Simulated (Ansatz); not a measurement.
**Structure types of La at zero pressure (relativity switched off)**

Structure types of La are relaxed in primitive cells with their symmetry kept at 0 GPa, first on PAW files, then by LAPW. The enthalpy is E + pV at zero temperature, without zero-point motion. Only the types listed were tried, and differences under about 5 meV/atom are mesh noise. Not among the end structures: fcc, which may lie lower.

Computed with Ansatz 0.2.0; functional LDA, non-relativistic. Settings: Fermi–Dirac smearing of 0.05 eV, no spin polarisation. Methods: LAPW: all electrons, basis error target 0.5 meV/atom.

k meshes: bcc 14×14×14, hcp 13×13×7.

Question: Order the types by LAPW enthalpy, lowest first.
A. bcc
B. hcp

Answer: B (0 meV/atom), A (229 meV/atom).

```csv
start type,ends as,"a, b, c (Å)",V (Å³/atom),"H − H(lowest), LAPW (meV/atom)"
bcc,"bcc, Im-3m","3.683, 3.683, 3.683",24.98,229.0
hcp,"hcp, P6_3/mmc","3.186, 3.186, 5.415",23.81,0.0
```
